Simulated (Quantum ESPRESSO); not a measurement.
## Rh5TiScMo (input and log of a self-consistent run)

A calculation, not a measurement. The program is pw.x of Quantum ESPRESSO 7.5 (plane-wave density functional theory). The cell is made up: eight metal atoms on a hexagonal close-packed lattice, with elements, volume, strain and displacements drawn at random and not relaxed, so it may be unstable or far from any real phase. PseudoDojo standard norm-conserving files set the functional (PBE unless stated); there is no spin polarisation or spin-orbit coupling, the Fermi-Dirac width of 0.25 eV means electrons at about 2900 K, and the masses in the input are unused placeholders. A spin test at this wide smearing found no moment, but such smearing suppresses magnetism that the real alloy may have.

Input:

```
&control calculation='scf', pseudo_dir='./dojo.nc.sr.pbe.v0_5.standard.upf', outdir='./o', disk_io='minimal', tprnfor=.true., tstress=.true. /
&system ibrav=0, nat=8, ntyp=4, nbnd=79, ecutwfc=87.97787729, nosym=.true., tot_charge=0,
 occupations='smearing', smearing='fd', degauss=0.0183746611
/
&electrons conv_thr=1.470e-08, electron_maxstep=70, mixing_beta=0.5 /
ATOMIC_SPECIES
Mo 1.0 Mo.upf
Rh 1.0 Rh.upf
Sc 1.0 Sc.upf
Ti 1.0 Ti.upf
CELL_PARAMETERS angstrom
4.3099 -2.5071 -0.0134
-2.8969 -0.0659 -4.6526
2.8858 5.036 0.078
ATOMIC_POSITIONS angstrom
Rh -0.002 -0.008 -0.056
Rh 1.4322 2.5272 0.1966
Ti 0.0304 1.5994 -2.3413
Sc 1.4261 3.9978 -2.2246
Rh 2.9489 0.0702 -0.0144
Rh 4.3178 2.4977 0.1486
Rh 1.3688 -0.9466 -2.2174
Mo 2.959 1.6055 -2.1869
K_POINTS automatic
5 5 4 1 1 1
```

The log is shortened where brackets say so; the opening notice, blank lines, dates and the lines on written files are dropped, and the path of the files is cut. It prints rydbergs, bohrs and kilobars, and counts compression as positive stress. Its total energy is the free energy E - TS of the whole cell.

```
     Program PWSCF v.7.5
     Parallel version (MPI & OpenMP), running on       4 processor cores
     Number of MPI processes:                 4
     Threads/MPI process:                     1
     [start-up lines left out]
     bravais-lattice index     =            0
     lattice parameter (alat)  =       9.4223  a.u.
     unit-cell volume          =     905.9564 (a.u.)^3
     number of atoms/cell      =            8
     number of atomic types    =            4
     number of electrons       =       122.00
     number of Kohn-Sham states=           79
     kinetic-energy cutoff     =      87.9779  Ry
     charge density cutoff     =     351.9115  Ry
     scf convergence threshold =      1.5E-08
     mixing beta               =       0.5000
     number of iterations used =            8  plain     mixing
     Exchange-correlation= PBE
                           (   1   4   3   4   0   0   0)
     [axes and pseudopotential details left out]
   Cartesian axes
     site n.     atom                  positions (alat units)
         1        Rh     tau(   1) = (  -0.0004011  -0.0016045  -0.0112313  )
         2        Rh     tau(   2) = (   0.2872398   0.5068513   0.0394298  )
         3        Ti     tau(   3) = (   0.0060970   0.3207732  -0.4695675  )
         4        Sc     tau(   4) = (   0.2860164   0.8017926  -0.4461623  )
         5        Rh     tau(   5) = (   0.5914268   0.0140792  -0.0028880  )
         6        Rh     tau(   6) = (   0.8659713   0.5009349   0.0298030  )
         7        Rh     tau(   7) = (   0.2745244  -0.1898486  -0.4447183  )
         8        Mo     tau(   8) = (   0.5934525   0.3219966  -0.4386013  )
     number of k points=    50  Fermi-Dirac smearing, width (Ry)=  0.0184
                       cart. coord. in units 2pi/alat
        k(    1) = (   0.1416280   0.0456389  -0.1959974), wk =   0.0400000
        k(    2) = (   0.2499266   0.2321871  -0.2660709), wk =   0.0400000
     [further k points left out]
     Dense  grid:   100949 G-vectors     FFT dimensions: (  60,  64,  72)
     Estimated max dynamical RAM per process >     379.22 MB
     Estimated total dynamical RAM >       1.41 GB
     Initial potential from superposition of free atoms
     starting charge     121.9912, renormalised to     122.0000
     Starting wfcs are   80 randomized atomic wfcs
     total cpu time spent up to now is        6.3 secs
     per-process dynamical memory:   304.6 Mb
     Self-consistent Calculation
     iteration #  1     ecut=    87.98 Ry     beta= 0.50
     Davidson diagonalization with overlap
     ethr =  1.00E-02,  avg # of iterations =  5.4
     total cpu time spent up to now is       22.2 secs
     total energy              =   -1527.49843357 Ry
     estimated scf accuracy    <       3.00481117 Ry
     iteration #  2     ecut=    87.98 Ry     beta= 0.50
     Davidson diagonalization with overlap
     ethr =  2.46E-03,  avg # of iterations =  3.1
     total cpu time spent up to now is       36.9 secs
     total energy              =   -1528.18243099 Ry
     estimated scf accuracy    <      13.26147846 Ry
     iteration #  3     ecut=    87.98 Ry     beta= 0.50
     Davidson diagonalization with overlap
     ethr =  2.46E-03,  avg # of iterations =  2.1
     total cpu time spent up to now is       50.8 secs
     total energy              =   -1528.87001060 Ry
     estimated scf accuracy    <       5.93491160 Ry
     iteration #  4     ecut=    87.98 Ry     beta= 0.50
     Davidson diagonalization with overlap
     ethr =  2.46E-03,  avg # of iterations =  1.6
     total cpu time spent up to now is       62.4 secs
     total energy              =   -1529.13332522 Ry
     estimated scf accuracy    <       0.65044689 Ry
     iteration #  5     ecut=    87.98 Ry     beta= 0.50
     Davidson diagonalization with overlap
     ethr =  5.33E-04,  avg # of iterations =  3.4
     total cpu time spent up to now is       75.4 secs
     total energy              =   -1529.10830570 Ry
     estimated scf accuracy    <       0.17057827 Ry
     [iterations 6 to 15 left out]
     iteration # 16     ecut=    87.98 Ry     beta= 0.50
     Davidson diagonalization with overlap
     ethr =  1.27E-09,  avg # of iterations =  1.3
     total cpu time spent up to now is      207.6 secs
     total energy              =   -1529.15283912 Ry
     estimated scf accuracy    <       0.00000075 Ry
     iteration # 17     ecut=    87.98 Ry     beta= 0.50
     Davidson diagonalization with overlap
     ethr =  6.15E-10,  avg # of iterations =  1.0
     total cpu time spent up to now is      218.8 secs
     total energy              =   -1529.15283921 Ry
     estimated scf accuracy    <       0.00000013 Ry
     iteration # 18     ecut=    87.98 Ry     beta= 0.50
     Davidson diagonalization with overlap
     ethr =  1.06E-10,  avg # of iterations =  2.0
     total cpu time spent up to now is      230.9 secs
     total energy              =   -1529.15283921 Ry
     estimated scf accuracy    <       0.00000022 Ry
     iteration # 19     ecut=    87.98 Ry     beta= 0.50
     Davidson diagonalization with overlap
     ethr =  1.06E-10,  avg # of iterations =  1.0
     total cpu time spent up to now is      242.1 secs
     total energy              =   -1529.15283923 Ry
     estimated scf accuracy    <       0.00000002 Ry
     iteration # 20     ecut=    87.98 Ry     beta= 0.50
     Davidson diagonalization with overlap
     ethr =  1.58E-11,  avg # of iterations =  1.1
     total cpu time spent up to now is      253.5 secs
     End of self-consistent calculation
     [lines on levels left out]
!    total energy              =   -1529.15283923 Ry
     estimated scf accuracy    <          3.7E-09 Ry
     smearing contrib. (-TS)   =      -0.13972327 Ry
     internal energy E=F+TS    =   -1529.01311595 Ry
     The total energy is F=E-TS. E is the sum of the following terms:
     one-electron contribution =    -460.97253694 Ry
     hartree contribution      =     295.27650684 Ry
     xc contribution           =    -242.96362867 Ry
     ewald contribution        =   -1120.35345718 Ry
     convergence has been achieved in  20 iterations
     Forces acting on atoms (cartesian axes, Ry/au):
     atom    1 type  2   force =     0.00147254    0.01172817    0.02483778
     atom    2 type  2   force =     0.00790097   -0.00991931    0.00203203
     atom    3 type  4   force =    -0.01362508   -0.03023001    0.00220749
     atom    4 type  3   force =     0.02462022    0.04626470    0.00281132
     atom    5 type  2   force =    -0.00570826   -0.02059960   -0.00665012
     atom    6 type  2   force =     0.00489522    0.00177600   -0.00577226
     atom    7 type  2   force =     0.01083968    0.00786623   -0.01354203
     atom    8 type  1   force =    -0.03039529   -0.00688617   -0.00592421
     Total force =     0.081922     Total SCF correction =     0.000211
     Computing stress (Cartesian axis) and pressure
          total   stress  (Ry/bohr**3)                   (kbar)     P=     -146.77
  -0.00087150   0.00007465  -0.00003017         -128.20       10.98       -4.44
   0.00007465  -0.00083858  -0.00005110           10.98     -123.36       -7.52
  -0.00003017  -0.00005110  -0.00128303           -4.44       -7.52     -188.74
     init_run     :      5.89s CPU      6.14s WALL (       1 calls)
     electrons    :    240.96s CPU    247.27s WALL (       1 calls)
     forces       :      1.78s CPU      1.78s WALL (       1 calls)
     stress       :      5.97s CPU      5.98s WALL (       1 calls)
     [timing details left out]
     PWSCF        :   4m14.73s CPU   4m21.38s WALL
     JOB DONE.
```

In other units: free energy -20805.184 eV for the cell, pressure -14.68 GPa, largest force component 1.190 eV/Å in size. The run took 263 s of wall time with four MPI processes on a shared machine (Intel Xeon, 2023 or later, virtual cores), so the time is rough. A rerun of this cell at a higher cutoff and on a denser mesh moved values by no more than 0.006 eV in energy, 0.11 GPa in stress and 0.009 eV/Å in force, and a second program with other atomic files agreed on that cell to 2 % rms in force and 0.5 GPa in pressure.